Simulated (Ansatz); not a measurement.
Given:

W₂N:
```cif
data_NW2
_chemical_formula_sum 'W2 N1'
_space_group_name_H-M_alt 'P 1'
_space_group_IT_number 1
_cell_length_a 2.98439
_cell_length_b 2.98439
_cell_length_c 4.18712
_cell_angle_alpha 90.000
_cell_angle_beta 90.000
_cell_angle_gamma 90.000
loop_
_space_group_symop_operation_xyz
  'x, y, z'
loop_
_atom_site_label
_atom_site_type_symbol
_atom_site_fract_x
_atom_site_fract_y
_atom_site_fract_z
_atom_site_occupancy
W1 W 0.00000 0.00000 0.00000 1
W2 W 0.50000 0.50000 0.50000 1
N1 N 0.50000 0.50000 0.00000 1
```

This is the PBE-relaxed structure.

All from PBE in the plane-wave PAW code Ansatz, unless another level is named. Estimate the electronic character.

metallic (no gap).

And the density of states at the Fermi level?

0.54 states/eV per atom (mean over ±0.08 eV).

What about the formation energy from the elements (no fitted shifts)?

0.009 eV/atom.

Space group P4/mmm. A made-up cell: these elements were put on the sites of a structure type; neither database checked (COD, Materials Project) lists it. Its standing as an ambient phase is unchecked. The cell was relaxed with PBE under the symmetry of its start; whether a distortion lowers the energy is not shown. No spin polarisation was allowed. With an odd number of electrons in the cell and no spin polarisation, the count alone makes it a metal. The references are the lowest solids computed at this level, not always the standard phases (solids in place of the gases). Spin–orbit coupling is left out wherever it is not named.

Potentials: the later of the program's two PAW sets.
